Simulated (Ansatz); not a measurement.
**Data sheet: SiGe (DFT)**

SiGe:
```
CELL_PARAMETERS angstrom
     -1.96282     1.96282    13.88862
      1.96282    -1.96282    13.88862
      1.96282     1.96282   -13.88862
ATOMIC_POSITIONS crystal
  Si 0.90359 0.90359 0.00000
  Si 0.45168 0.95168 0.50000
  Si 0.50000 0.50000 0.00000
  Si 0.04832 0.54832 0.50000
  Si 0.09641 0.09641 0.00000
  Ge 0.64626 0.14626 0.50000
  Ge 0.69824 0.69824 0.00000
  Ge 0.25000 0.75000 0.50000
  Ge 0.30176 0.30176 0.00000
  Ge 0.85374 0.35374 0.50000
```

Space group I-4m2 (No. 119); conventional cell a = b = 3.926 Å, c = 27.777 Å, α = β = γ = 90.00°.

Method: the program Ansatz at the r²SCAN level (PAW). The cell and atoms are relaxed at this level. Other levels are named where they apply.

Cell and energy:

```json
{
 "volume_per_atom": "21.40 Å³",
 "density": "3.91 g/cm³",
 "Formation energy from the elements (no fitted shifts)": "0.008 eV/atom"
}
```

Electronic structure:

```json
{
 "band_gap": "0.52 eV (direct)",
 "valence_band_maximum": "at Γ",
 "conduction_band_minimum": "at Γ",
 "electron_effective_mass": "0.19, 0.19, 1.7 mₑ (principal values)",
 "Electron effective mass with spin–orbit coupling": "0.19, 0.19, 1.7 mₑ (principal values)",
 "Hole effective mass, band 1 of 2 at the edge": "2.0 along x, 0.24 along z (mₑ)",
 "Hole effective mass, band 2 of 2 at the edge": "0.070 along x, 0.24 along z (mₑ)",
 "Hole effective mass with spin–orbit coupling": "0.13, 0.13, 0.23 mₑ (principal values)",
 "HSE06 gap on the r²SCAN cell": "0.87 eV",
 "Gap with spin–orbit coupling": "0.46 eV"
}
```

Mechanics:

```json
{
 "Bulk modulus (Birch–Murnaghan fit)": "84.0 GPa",
 "Pressure derivative B′": "4.5"
}
```

Charges:

```json
{
 "bader_charges": "Si -0.01 to +0.17, Ge -0.18 to 0.00 e"
}
```

The start of the workflow was typed in or built on a structure type; neither database checked (COD, Materials Project) lists it. Its standing as an ambient phase is unchecked. The cell was relaxed with r²SCAN under the symmetry of its start; whether a distortion lowers the energy is not shown. The references are the lowest solids computed at this level, not always the standard phases. Scalar-relativistic: spin–orbit coupling is off unless named, which matters more the heavier the elements.

Potentials: the later of the program's two PAW sets.
